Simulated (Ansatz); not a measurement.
Relaxed-ion elastic tensor of MgSe (rock salt, space group No. 225) in GPa (Voigt order), DFT-PBEsol in the program Ansatz with PAW potentials; density 4.24 g/cm³, 20.23 Å³ per atom.

```json
[
 {"": "1", "1": "127", "2": "33.9", "3": "33.9", "4": "0.0", "5": "0.0", "6": "0.0"},
 {"": "2", "1": "33.9", "2": "127", "3": "33.9", "4": "0.0", "5": "0.0", "6": "0.0"},
 {"": "3", "1": "33.9", "2": "33.9", "3": "127", "4": "0.0", "5": "0.0", "6": "0.0"},
 {"": "4", "1": "0.0", "2": "0.0", "3": "0.0", "4": "43.0", "5": "0.0", "6": "0.0"},
 {"": "5", "1": "0.0", "2": "0.0", "3": "0.0", "4": "0.0", "5": "43.0", "6": "0.0"},
 {"": "6", "1": "0.0", "2": "0.0", "3": "0.0", "4": "0.0", "5": "0.0", "6": "43.0"}
]
```

Question: Is the crystal mechanically stable?

Answer: Yes: the smallest eigenvalue of C is 43.0 GPa.

Question: Work out the Voigt, Reuss and Hill averages.

Answer: K_V = 64.8, K_R = 64.8, K_H = 64.8; G_V = 44.4, G_R = 44.3, G_H = 44.3 GPa.

Question: Give Young's modulus, Poisson's ratio, Pugh's ratio and the universal anisotropy index.

Answer: E = 9KG/(3K + G) = 108 GPa; ν = 0.22; K/G = 1.46 (brittle by the Pugh limit of 1.75); A_U = 5G_V/G_R + K_V/K_R − 6 = 0.01.

Question: Estimate the sound speeds and the Debye temperature.

Answer: v_l = √((K + 4G/3)/ρ) = 5410 m/s, v_t = √(G/ρ) = 3230 m/s, mean 3580 m/s; Θ = (h/k)(3n/4πV)^(1/3) v_m = 391 K.

Question: Give the Zener ratio and Young's modulus along [100], [110] and [111].

Answer: A = 2C44/(C11 − C12) = 0.93; 1/E = S11 − 2(S11 − S12 − S44/2)Γ with Γ = 0, 1/4, 1/3 gives 112, 107, 106 GPa.

Space group Fm-3m (rock salt). The PBEsol relaxation kept the symmetry of its start.

Potentials: the later of the program's two PAW sets.
